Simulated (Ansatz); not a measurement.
WSe₂: single run (Ansatz)

Launch command:

```bash
ansatz run input.yaml --threads 1 --pin off --max-ram 2560MiB --backend cpu --events-out ev --progress --plain --runs-dir out
```

Input:

```yaml
crystal:
  lattice:
    - [3.299098, 0.0, 0.0]
    - [-1.649549, 2.857108, 0.0]
    - [0.0, 0.0, 13.027518]
  atoms:
    - { symbol: W, position: [0.33333, 0.66667, 0.25] }
    - { symbol: W, position: [0.66666, 0.33333, 0.75] }
    - { symbol: Se, position: [0.33333, 0.66667, 0.6211] }
    - { symbol: Se, position: [0.66666, 0.33333, 0.1211] }
    - { symbol: Se, position: [0.33333, 0.66667, 0.8789] }
    - { symbol: Se, position: [0.66667, 0.33334, 0.3789] }
  symmetry: { tolerance: 0.0003 }
kpoints:
  mp_grid: { grid: [6, 6, 2], shift: [0, 0, 0] }
magnetization:
  spin_polarized: true
scf:
  occupations: { method: fermi_dirac, width: 0.0101 }
hamiltonian:
  pseudopotentials: { kind: paw }
  xc: pbe
basis:
  ecutwfc: 420
output:
  forces: true
  stress: true
  eigenvalues: true
```

Origin of the cell: a database entry, scaled a little.

Output (shortened):

```
Warning: the atoms were moved onto the symmetric positions of the space group found under crystal.symmetry.tolerance 3.0e-4 (fractional; no operation is sought that the atoms, as they stand i […]
Pseudopotentials: kind: paw
Pseudopotential: W, paw, valence charge 14, recommended cutoff 420 eV (normal), W.paw.azcp
Pseudopotential: Se, paw, valence charge 16, recommended cutoff 420 eV (normal), Se.paw.azcp
Functional definition: PBE
  exchange = pbe_x(kappa = kappa, mu = beta*pi^2/3)
  correlation = pbe_c(beta = beta)
Crystal: 6 atoms, lattice volume = 122.796 Å³
Basis set: ecut = 420 eV, 2443 PW (Γ), exchange–correlation on 48×48×180 points (8 copies of the dense FFT grid, shifted against one another)
Bands: 56, of which v1, the nominal top of the filled ones, is band 46 counted from 1 (45 counted from 0)
Symmetry: 24 space group operations
Space group: P63/mmc (ITA 194), of the structure as read, at distance tolerance 1.5e-3 Å
[… 5 lines left out …]
Initial density: superposition of atomic densities (chi_scale 0.1, normalization cell, long waves kept (reshape's long-wave potential 0.04 eV rms))
Functional: x = pbe(κ = 0.804, μ = 0.219515), c = pbe(β = 0.066725)
SCF iter   1: F=—  HF=-42650.168088 eV  Δρ=1.75e-2  dr2=5.30e0  dr2_m=0.00e0  M=0.000 μB ∫|m|=0.000 μB
SCF iter   2: F=—  HF=-42649.624192 eV  Δρ=1.25e-2  dr2=1.86e0  dr2_m=0.00e0  M=0.000 μB ∫|m|=0.000 μB  defer=35
SCF iter   3: F=—  HF=-42646.084516 eV  Δρ=2.08e-2  dr2=2.43e-1  dr2_m=3.94e-1  M=2.638 μB ∫|m|=2.662 μB  defer=37
SCF iter   4: F=—  HF=-42648.946611 eV  Δρ=1.82e-2  dr2=2.17e-1  dr2_m=3.40e-1  M=0.000 μB ∫|m|=0.342 μB  defer=68
SCF iter   5: F=—  HF=-42649.149874 eV  Δρ=9.66e-3  dr2=6.29e-2  dr2_m=8.93e-2  M=0.000 μB ∫|m|=0.218 μB  defer=74
SCF iter   6: F=—  HF=-42649.231500 eV  Δρ=1.91e-3  dr2=3.28e-2  dr2_m=6.43e-4  M=0.000 μB ∫|m|=0.053 μB  defer=74
SCF iter   7: F=—  HF=-42649.228235 eV  Δρ=4.95e-4  dr2=2.09e-3  dr2_m=0.00e0  M=0.000 μB ∫|m|=0.000 μB  defer=38
SCF iter   8: F=—  HF=-42649.228746 eV  Δρ=2.94e-4  dr2=9.97e-4  dr2_m=0.00e0  M=0.000 μB ∫|m|=0.000 μB  defer=38
SCF iter   9: F=—  HF=-42649.229324 eV  Δρ=2.26e-4  dr2=5.66e-4  dr2_m=0.00e0  M=0.000 μB ∫|m|=0.000 μB  defer=38
SCF iter  10: F=—  HF=-42649.229288 eV  Δρ=3.75e-5  dr2=5.60e-6  dr2_m=0.00e0  M=0.000 μB ∫|m|=0.000 μB  defer=38
SCF iter  11: F=—  HF=-42649.229293 eV  Δρ=1.29e-5  dr2=1.02e-6  dr2_m=0.00e0  M=0.000 μB ∫|m|=0.000 μB  defer=38
SCF iter  12: F=—  HF=-42649.229294 eV  Δρ=5.62e-6  dr2=1.61e-7  dr2_m=0.00e0  M=0.000 μB ∫|m|=0.000 μB  defer=38
SCF iter  13: F=-42649.229294 eV  HF=-42649.229294 eV  Δρ=1.15e-6  dr2=6.77e-9  dr2_m=0.00e0  M=0.000 μB ∫|m|=0.000 μB
SCF 1 converged in 13 iterations: F = -42649.229294 eV  dr2 = 6.77e-9
SCF converged after 13 iterations
Magnetization: 0.0000 μB (46.0000 up, 46.0000 down)
Absolute magnetization: 0.0000 μB (∫|ρ↑−ρ↓|)
Spin contamination: 0.0000 ħ² per cell (⟨S²⟩ above its minimum at these occupations)
Per-site moments (μB) at R_I (Å): [(0.0, 1.047449), (0.0, 1.047449), (0.0, 1.047449), (0.0, 1.047449), (0.0, 1.047449), (0.0, 1.047449)]
Free energy (F): -42649.229294 eV
Harris-Foulkes:  -42649.229294 eV  (|F-HF|=2.20e-9)
Internal energy: -42649.229294 eV  (E = F + TS)
E sigma→0 (E₀):  -42649.229294 eV
Fermi energy:    13.248464 eV
--- Per-component energies (eV) ---
  E_band       = -1698.290508
  E_kinetic    = 1378.077844
  E_local      = -11488.388966  (includes V_loc(G=0)·N_el)
  E_nonlocal   = -2379.667302
  E_hartree    = 5520.402620
  E_xc         = -952.672761
  E_vxc        = -873.068857  (∫ρ·V_xc dr)
  E_paw        = -24771.159831  (= ΣΔE_a)
  E_vpaw       = 623.954765  (= ΣTr[D̂ρ^β])
  E_aug_tail   = -0.002484  (compensation charges beyond the density's cutoff)
  E_ewald      = -9955.818415
  E_smearing   = -0.000000  (= −TS)
  Σ components = -42649.229294   (vs F -42649.229294, Δ=0.00e0)
--- Forces (eV/Å), atoms counted from 1 ---
  atom   1  W      0.000000     0.000000     0.000000
  atom   2  W      0.000000    -0.000000     0.000000
  atom   3  Se    -0.000000     0.000000    -0.013733
  atom   4  Se     0.000000    -0.000000    -0.013733
  atom   5  Se     0.000000     0.000000     0.013733
  atom   6  Se     0.000000    -0.000000     0.013733
  max |Σ_I F_I| component: 1.16e-17 eV/Å
--- Stress (GPa, compression-positive) ---
        2.162524       0.000000       0.000000
        0.000000       2.162524       0.000000
        0.000000       0.000000       2.757572
  P = ⅓ Tr σ = 2.3609 GPa (23.609 kbar)
```

Caveats: no spin-orbit coupling, though heavy elements are present; spin is on but no moment was typed.

The run took 15 s on 1 thread of Intel(R) Xeon(R) Platinum 8488C (Sapphire Rapids), with other jobs on the host, peak memory 0.5 GiB, from the program's own first density.
